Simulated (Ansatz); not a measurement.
## An Ansatz input for SiO2

```yaml
crystal:
  lattice:
    - [4.9501, 0.0, 0.0]
    - [0.0, 4.9501, 0.0]
    - [0.0, 0.0, 6.9259]
  atoms:
    - { symbol: Si, position: [0.3027, 0.3027, 0.0] }
    - { symbol: Si, position: [0.1973, 0.8027, 0.25] }
    - { symbol: Si, position: [0.6973, 0.6973, 0.5] }
    - { symbol: Si, position: [0.8027, 0.1973, 0.75] }
    - { symbol: O, position: [0.2388, 0.1086, 0.1817] }
    - { symbol: O, position: [0.3914, 0.7388, 0.4317] }
    - { symbol: O, position: [0.7612, 0.8914, 0.6817] }
    - { symbol: O, position: [0.6086, 0.2612, 0.9317] }
    - { symbol: O, position: [0.7388, 0.3914, 0.5683] }
    - { symbol: O, position: [0.8914, 0.7612, 0.3183] }
    - { symbol: O, position: [0.2612, 0.6086, 0.0683] }
    - { symbol: O, position: [0.1086, 0.2388, 0.8183] }
kpoints:
  mp_grid: { grid: [5, 5, 4] }
scf:
  occupations: { method: fermi_dirac, width: 0.02 }
  max_iter: [1, 2]
hamiltonian:
  xc: pbe
  pseudopotentials: { kind: paw, frozen_core: stored }
output:
  forces: true
  stress: true
  populations: true
  efg: { quadrupole_moments_barn: { O: -0.02558 } }
```

```sh
ansatz run input.yaml --threads 1 --pin off --max-ram 3072MiB --backend cpu --events-out ev --progress --plain --runs-dir out
```

Question: What happens when this input is run?

Answer: The input was rejected before any iteration. The input holds a value of the wrong type. The program says:

```
Error: YAML parse error: error: line 23 column 13: expected string scalar
  --> <input>:23:13
   |
21 | scf:
22 |   occupations: { method: fermi_dirac, width: 0.02 }
23 |   max_iter: [1, 2]
   |             ^ expected string scalar
24 | hamiltonian:
25 |   xc: pbe
   |
```

Against a sound input the change was `scf.max_iter`: not typed → [1, 2].

With the sound settings the run converges and gives V_zz (10²¹ V/m²) Si -0.67 (η 0.76), O 9.37 (η 0.16). The calculated pressure of 7 GPa (PBE) comes largely from the unrelaxed atoms: it is 1.4 GPa once they are relaxed in the same cell. The largest force is 0.5 eV/Å, so the atoms aren't at the calculated equilibrium and relaxing them would move these values.
